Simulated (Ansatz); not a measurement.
# Energy landscape of InAs

8 relaxations of InAs ended in 3 distinct structures. The numbers are results of PBEsol (plane waves to 420 eV, PAW, scalar-relativistic; Ansatz, an electronic-structure program), not measurements.

| # | space group | Pearson | type | E − E(lowest) (eV/atom) | V (Å³/atom) | coordination | runs ending here |
|---|---|---|---|---|---|---|---|
| 1 | F-43m | cF8 | zinc blende type | 0.00 | 28.20 | As 4 (tetrahedral), In 4 (tetrahedral) | 6 |
| 2 | P6₃mc | hP4 | wurtzite type | 0.01 | 28.19 | In 4 (tetrahedral), As 4 (tetrahedral) | 1 |
| 3 | Fm-3m | cF8 | rock salt type | 0.14 | 22.56 | As 6 (octahedral), In 6 (octahedral) | 1 |

Coordination numbers (neighbours up to the widest gap in distance over summed covalent radii, below 1.35; n+m marks a second, longer set; metal–metal contacts left out). All are gapless at this level. F-43m, cF8, zinc blende type is the lowest of the structures calculated here, level within the accuracy with P6₃mc, hP4, wurtzite type.

InAs has the cubic space group F-43m (No. 216), the zinc blende structure, Pearson symbol cF8. Cell: a = 6.087 Å, b = 6.087 Å, c = 6.087 Å, α = 90.00°, β = 90.00°, γ = 90.00°. As on 4c has 4 In at 2.636 Å (tetrahedral). In on 4a is coordinated by 4 As at 2.636 Å (tetrahedral). (Neighbours: up to the widest gap in distance over summed covalent radii, below 1.35, at either atom; cation-cation and far metal-metal contacts left out.)
(The calculation used a cell of 2 atoms; values per cell refer to that cell.)

Each run could gain symmetry but not lose that of its start, so entries can be saddle points. From databases, or of a type measured for this composition: F-43m, cF8, zinc blende type; Fm-3m, cF8, rock salt type; the others are generated cells (placed on structure types, drawn at random, substituted or restacked) that were not matched to a known phase here. Energies are at zero temperature and pressure, without zero-point motion. No spin polarisation in the result.
